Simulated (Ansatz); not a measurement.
Phonons of ZnSe (zinc blende) at Γ, L = (0.5, 0.0, 0.0), X = (0.5, 0.5, 0.0).

ZnSe (zinc blende)

```
ZnSe
1.0
    0.00000     2.83304     2.83304
    2.83304     0.00000     2.83304
    2.83304     2.83304     0.00000
Se Zn
1 1
Cartesian
  4.24956   4.24956   4.24956
  0.00000   0.00000   0.00000
```

Level of theory: r2SCAN (plane waves to 500 eV, PAW, scalar-relativistic; Ansatz, an electronic-structure program). DFPT wavenumbers on a 8×8×8 k mesh, in cm⁻¹; i marks imaginary ones, q is in fractions of the reciprocal vectors of the cell shown, and the three acoustic modes at Γ are left out. The non-analytic (LO-TO) term is not included, so polar modes at Γ have their transverse values. The PAW data are Ansatz's earlier set. ZnSe was relaxed with its symmetry unable to fall.

```json
[
 {"q": "Γ", "wavenumbers (cm⁻¹)": "204 (×3)"},
 {"q": "L = (0.5, 0.0, 0.0)", "wavenumbers (cm⁻¹)": "55 (×2), 173, 206 (×2), 213"},
 {"q": "X = (0.5, 0.5, 0.0)", "wavenumbers (cm⁻¹)": "72 (×2), 195, 199, 210 (×2)"}
]
```

The structure shows no imaginary mode at these points (lowest 55 cm⁻¹ at L = (0.5, 0.0, 0.0)); other wave vectors were not tested.

Highest mode: 213 cm⁻¹ at L = (0.5, 0.0, 0.0).
